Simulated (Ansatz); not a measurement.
## fluorite-structured CeO2

**The experiment.** The Crystallography Open Database holds a measured cell of cubic CeO2 (space group Fm-3m) at 295 K (2015, doi:10.1021/acs.inorgchem.5b00395): a = 5.410 Å, 13.19 Å³/atom.

“Atomistic and experimental study on thermal conductivity of bulk and porous cerium dioxide”, 2019, pmc:6474893 quotes, for a bulk crystal of CeO2 at 300 K: bulk modulus 204 GPa.

Method: r²SCAN, scalar-relativistic; no spin polarisation; PAW, 500 eV, 8×8×8 k-mesh, Gaussian smearing of 0.05 eV; code Ansatz; PAW files: Ansatz's generated set soft_2.

```yaml
crystal:
  lattice:
    - [0.00000, 2.71868, 2.71868]
    - [2.71868, 0.00000, 2.71868]
    - [2.71868, 2.71868, 0.00000]
  atoms:
    - { symbol: Ce, position: [0.00000, 0.00000, 0.00000] }
    - { symbol: O, position: [0.25000, 0.25000, 0.25000] }
    - { symbol: O, position: [0.75000, 0.75000, 0.75000] }
```

The start was a prototype's sites filled with these elements; the Crystallography Open Database holds the compound in this structure.

The cell above was scaled in volume, its shape and atoms being fixed by the lattice's symmetry. Energies are counted from the cell above.

```
V (Å³/atom)  ΔE (meV/atom)  P (GPa)  gap on the mesh (eV)
      12.86           13.8      8.6                  2.34
      13.13            3.3      4.0                  2.27
      13.40            0.0      0.0                  2.20
      13.66            3.1     -3.6                  2.14
      13.93           11.9     -6.9                  2.07
      14.33           34.7    -11.2                  1.98
```

Task: What do the points give for the equilibrium volume, the bulk modulus and its pressure derivative (third-order Birch–Murnaghan)?

Result: V0 = 13.40 Å³/atom, B0 = 191 GPa, B0′ = 4.4.

B0·V0 = 191.5 GPa × 13.40 Å³ = 16.01 eV/atom sets the scale: near the minimum ΔE ≈ ½ B0 V0 x², with x = V/V0 − 1, and a pressure of 1.9 GPa squeezes the volume by about 1 %. At the ends of the curve: x = −4.0 % predicts 12.8 meV/atom and the run gives 13.8; x = +7.0 % predicts 39.2 meV/atom and the run gives 34.7. The curve is steeper than the parabola on the compressed side and flatter on the expanded side: the bulk modulus rises with pressure.

**Against experiment.** r²SCAN gives 5.437 Å and 13.40 Å³/atom, +1.5 % in volume (+0.5 % in length) from the database's cell. The static lattice lacks zero-point motion and thermal expansion, roughly 0.5 to 1.2 % in volume at 295 K by Grüneisen's rule, γ·3k_BT/(B0·V0) with γ of 1 to 2.5, so this level's own overestimate is larger than the figure, nearer 2.0 to 2.7 %. A measured bulk modulus of CeO2 is 204 GPa (300 K; quoted in “Atomistic and experimental study on thermal conductivity of bulk and porous cerium dioxide”, 2019, pmc:6474893); the calculated 191 GPa misses it by -6.1 %. Bulk moduli follow the volume steeply: with B0′ near 4, a cell 1 % too large is about 4 % too soft, and one too small too stiff.

Spin–orbit coupling, which matters for such heavy elements, is left out.
